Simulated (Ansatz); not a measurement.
Ni3P in space group I-4 (No. 82; Ni on 8g, Ni on 8g, Ni on 8g, P on 8g) under volume change, the program Ansatz at the PBEsol level (PAW), shape and atoms relaxed at each volume.

```
V (Å³/atom)  E − E(relaxed) (meV/atom)  P (GPa)
-----------  -------------------------  -------
9.592                             73.2    27.08
9.909                             30.5    16.44
10.225                             7.2     7.50
10.541                             0.0    -0.02
10.857                             6.4    -6.32
11.173                            24.3   -11.59
11.490                            51.6   -15.99
```

Task: What does a third-order Birch–Murnaghan fit give for V₀, B₀ and B′?

Result: V₀ = 10.54 Å³/atom, B₀ = 229 GPa, B′ = 4.8.

The workflow started from a Materials Project entry (that database holds measured and hypothetical structures alike); the Crystallography Open Database files this formula in space group No. 82, but the cells were not matched. Whether it is the stable phase at ambient conditions was not checked. The PBEsol relaxation kept the symmetry of its start; whether a distortion lowers the energy is not shown. The run is not spin-polarised.

Potentials: the later of the program's two PAW sets.
